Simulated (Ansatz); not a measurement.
Simulated powder pattern, Co Kα, λ = 1.79026 Å (kinematic, ideal powder, no thermal factors, no anomalous dispersion; the 30 strongest lines at most, above 1 %, up to 2θ = 90°):

| 2θ (°) | d (Å) | I/Imax (%) |
|---|---|---|
| 38.30 | 2.729 | 24 |
| 41.55 | 2.524 | 26 |
| 43.79 | 2.400 | 100 |
| 57.78 | 1.853 | 15 |
| 69.25 | 1.575 | 17 |
| 77.37 | 1.432 | 18 |
| 82.01 | 1.364 | 2.6 |
| 84.11 | 1.336 | 20 |
| 85.63 | 1.317 | 14 |

The pattern belongs to a structure relaxed with plane-wave PAW PBE+D3(BJ) (Ansatz code).

Pick the material that matches.
(A) Gd, hcp (Mg type)
(B) Mg, hcp (Mg type)
(C) Tl, hcp (Mg type)
(D) Y, hcp (Mg type)

B, Mg, hcp (Mg type)

Give the lattice parameters.

a = 3.151 Å, c = 5.048 Å.

Space group P6_3/mmc (hcp (Mg type)). The PBE+D3(BJ) relaxation kept the symmetry of its start. The pairwise dispersion correction was not fitted to metals. Axis ratios of metals converge slowly with the k-mesh, so a and c are less sure than the volume.

Potentials: the earlier of the program's two PAW sets.
